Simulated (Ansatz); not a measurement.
input.yaml (Ansatz)

```yaml
crystal:
  lattice:
    - [2.2391755298, 0.0, 0.0]
    - [0.0, 2.2391755298, 0.0]
    - [0.0, 0.0, 2.2391755298]
  atoms:
    - { symbol: Fe, position: [0.0, 0.0, 0.0] }
hamiltonian:
  xc: r2scan
  pseudopotentials:
    kind: paw
    azcp:
      Fe: "pseudopotentials/Fe.paw.azcp"
basis:
  ecutwfc: 500
  fft_grid_basis: typed
kpoints:
  mp_grid: { grid: [23, 23, 23], shift: [0, 0, 0] }
magnetization:
  spin_polarized: false
scf:
  occupations: { method: fermi_dirac, width: 0.1 }
```

and its output:

```
Engine: ansatz 0.2.0, x86_64-unknown-linux-gnu
Pseudopotentials: kind: paw
Pseudopotential: Fe, paw, valence charge 16, recommended cutoff 500 eV (meta_gga) 
Functional definition: r2SCAN
  parameter k0 = 0.174
  parameter k1 = 0.065
  parameter a1 = 4.9479
  exchange = r2scan_x(k0 = k0, k1 = k1, a1 = a1)
  correlation = r2scan_c
Crystal: 1 atoms, lattice volume = 11.227 Å³
Basis set: ecut = 500 eV, 257 PW (Γ), exchange–correlation on 72×72×72 points (64 copies of the dense FFT grid, shifted against one another)
Bands: 12, of which v1, the nominal top of the filled ones, is band 8 counted from 1 (7 counted from 0)
Symmetry: 48 space group operations
Space group: Pm-3m (ITA 221), of the structure as read, at distance tolerance 2.2e-5 Å
k-points: 364 of 12167
Non-local potential: Fe, projectors of the file, l = 0: 3, l = 1: 2, l = 2: 3, l = 3: 1
PAW form: soft (Blöchl's): semilocal exchange-correlation on the pseudo side does not see the compensation charge
PAW frozen core: Fe, regenerated for the run's functional (the file was generated under x = pbe(κ = 0.804, μ = 0.2195149727645171), c = pbe(β = 0.06672455060314922))
PAW one-centre angular grid: Fe, 590 points (default); XC on 160 Gauss nodes
Initial density: superposition of atomic densities (neutral atoms: chi_scale 0, normalization atom), corrected by the library's trained network
Initial wavefunctions: pseudopotential atomic-orbital guess
Functional: x = r2scan, c = r2scan; τ floored in thin density (d = 2e-4 eV/Å³)
SCF iter   1: F=—  HF=-4484.095123 eV  |F-HF|=—  |Δ(HF+E_count)|=         —  Δρ=1.01e-2  dr2=6.09e-3  dr2_τ=5.34e-2  ethr=1.77e-3  ⟨swp⟩=4.9  Hψ=22687  notcnv=0
SCF iter   2: F=—  HF=-4484.161548 eV  |F-HF|=—  |Δ(HF+E_count)|=   6.64e-2  Δρ=1.24e-2  dr2=9.66e-3  dr2_τ=9.26e-5  ethr=3.81e-5  ⟨swp⟩=2.5  Hψ=10969  notcnv=0
SCF iter   3: F=—  HF=-4484.160512 eV  |F-HF|=—  |Δ(HF+E_count)|=   1.04e-3  Δρ=3.55e-3  dr2=4.82e-4  dr2_τ=4.33e-5  ethr=3.81e-5  ⟨swp⟩=2.0  Hψ=7154  notcnv=0
SCF iter   4: F=—  HF=-4484.161463 eV  |F-HF|=—  |Δ(HF+E_count)|=   9.52e-4  Δρ=2.74e-3  dr2=5.70e-4  dr2_τ=3.99e-6  ethr=3.01e-6  ⟨swp⟩=2.9  Hψ=8487  notcnv=0
SCF iter   5: F=—  HF=-4484.161347 eV  |F-HF|=—  |Δ(HF+E_count)|=   1.16e-4  Δρ=2.76e-4  dr2=5.57e-6  dr2_τ=4.74e-7  ethr=3.01e-6  ⟨swp⟩=2.2  Hψ=5749  notcnv=0
SCF iter   6: F=—  HF=-4484.161345 eV  |F-HF|=—  |Δ(HF+E_count)|=   2.51e-6  Δρ=2.65e-5  dr2=5.06e-8  dr2_τ=8.45e-9  ethr=6.25e-10  ⟨swp⟩=2.2  Hψ=14848  notcnv=0
SCF iter   7: F=-4484.161345 eV  HF=-4484.161345 eV  |F-HF|=4.21e-9  |Δ(HF+E_count)|=   1.15e-7  Δρ=9.12e-6  dr2=6.43e-9  dr2_τ=1.24e-10  ethr=3.17e-10  ⟨swp⟩=1.0  Hψ=11848  notcnv=0
SCF 1 converged in 7 iterations: F = -4484.161345 eV  dr2 = 6.43e-9
SCF converged after 7 iterations
Free energy (F): -4484.161345 eV
Harris-Foulkes:  -4484.161345 eV  (|F-HF|=4.21e-9)
Internal energy: -4484.090036 eV  (E = F + TS)
E sigma→0 (E₀):  -4484.125691 eV
Entropy (-TS):   -0.071309 eV (-71.309 meV/atom)
Fermi energy:    18.931561 eV
--- Per-component energies (eV) ---
  E_band       = -229.213893
  E_kinetic    = 356.722219
  E_local      = -2138.601260  (includes V_loc(G=0)·N_el)
  E_nonlocal   = 220.022723
  E_hartree    = 905.509662
  E_xc         = -113.790562
  E_vxc        = -169.190253  (∫ρ·V_xc dr)
  E_paw        = -1378.170952  (= ΣΔE_a)
  E_vpaw       = -321.509220  (= ΣTr[D̂ρ^β])
  E_aug_tail   = 0.000244  (compensation charges beyond the density's cutoff)
  E_vtau       = 12.327155  (kinetic-family band-sum trace: ∫τ·v_τ [+ j·A + Jᵃ·Aᵃ] dr)
  E_ewald      = -2335.492636
  E_core_change = -0.289475  (= ΣΔE_core)
  E_smearing   = -0.071309  (= −TS)
  E_closure    = 0.000000  (closes the sum)
  Σ components = -4484.161345   (vs F -4484.161345, Δ=0.00e0)
```

Command:

```sh
ansatz run input.yaml --threads 1 --pin off --max-ram 3584MiB --backend cpu --events-out ev --progress --plain --runs-dir out
```

On 1 thread of Intel(R) Xeon(R) Platinum 8259CL CPU @ 2.50GHz (Skylake/Cascade Lake) (shared host) this took about 10 s of wall time and 10 s of CPU time.
